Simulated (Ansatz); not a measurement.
**What DFT gives for InSb$_{3}$**

```
In Sb
1.0
     4.06698    2.34807    3.81970
    -4.06698    2.34807    3.81970
     0.00000   -4.69615    3.81970
In Sb
2 6
Direct
  0.26900 0.26900 0.26900
  0.73100 0.73100 0.73100
  0.79700 0.25200 0.79700
  0.79700 0.79700 0.25200
  0.25200 0.79700 0.79700
  0.20300 0.74800 0.20300
  0.74800 0.20300 0.20300
  0.20300 0.20300 0.74800
```

The numbers come from plane-wave PAW DFT (Ansatz): PBE, no spin polarisation, 420 eV, 6×6×6 Γ-centred k points, fermi-dirac occupations (width 0.1 eV). Nothing was relaxed.

At the Fermi level: It is a metal, with about 1.8 states/eV a cell as the mean within 0.25 eV of the Fermi level, mostly Sb p (69 %) and In p (15 %).
Formation energy: 0.71 eV an atom against the elements' usual phases (free molecules for gases, crystals otherwise, with no correction for O₂ or N₂), so at this geometry it isn't bound against them. Relaxing would lower it.
Stress: The pressure is 22.4 GPa (compression positive), so with the atoms held at these fractions the cell would first expand; the forces are large, so a full relaxation may end otherwise. The principal stresses 15.3, 26.0, 26.0 GPa differ, so its shape would change too.
Charges: Bader charges in e: In +0.41, Sb -0.14. In the mean In gives up most and Sb takes most.
Forces: The largest is on Sb5 (and as large on other atoms): 6.83 eV/Å, components (3.88, 2.24, -5.16). It makes 131° with the line to a nearest neighbour, Sb6 at 2.44 Å.

Origin: a known structure type with other elements, at an estimated volume, so it need not be a known compound. Caveats: atoms or cell far from equilibrium.
